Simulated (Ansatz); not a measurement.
SiNi₃:
```xyz
4
Lattice="3.5061 0.0000 0.0000 0.0000 3.5061 0.0000 0.0000 0.0000 3.5061" Properties=species:S:1:pos:R:3 pbc="T T T"
Si     0.0000     0.0000     0.0000
Ni     0.0000     1.7531     1.7531
Ni     1.7531     0.0000     1.7531
Ni     1.7531     1.7531     0.0000
```

Relaxed with PBE. Special points in fractions of this cell's reciprocal vectors: Γ (0.000, 0.000, 0.000); X (0.000, 0.500, 0.000); M (0.500, 0.500, 0.000); R (0.500, 0.500, 0.500).

List the band energies nearest the Fermi level at these points for the program Ansatz at the PBE level (PAW).

In eV from the Fermi level; about four levels below and three above (degenerate sets whole), none deeper than 8.9 eV; points with the same levels are listed once.

```tsv
k	below	above
Γ	-0.94 -0.94 -0.94 -0.62 -0.62 -0.28	0.04 0.04 0.04
X	-1.31 -1.31 -1.30 -1.14 -0.55	0.05 3.59 3.59
M	-1.44 -1.44 -1.44 -1.10 -1.01 -0.94	0.66 0.66 5.59
R	-0.49 -0.19 -0.19 -0.19	1.22 3.99 3.99 3.99
```

Space group Pm-3m (Cu3Au type). The cell was relaxed with PBE under the symmetry of its start. The workflow began spin-polarised and lost its moments.

Potentials: the later of the program's two PAW sets.
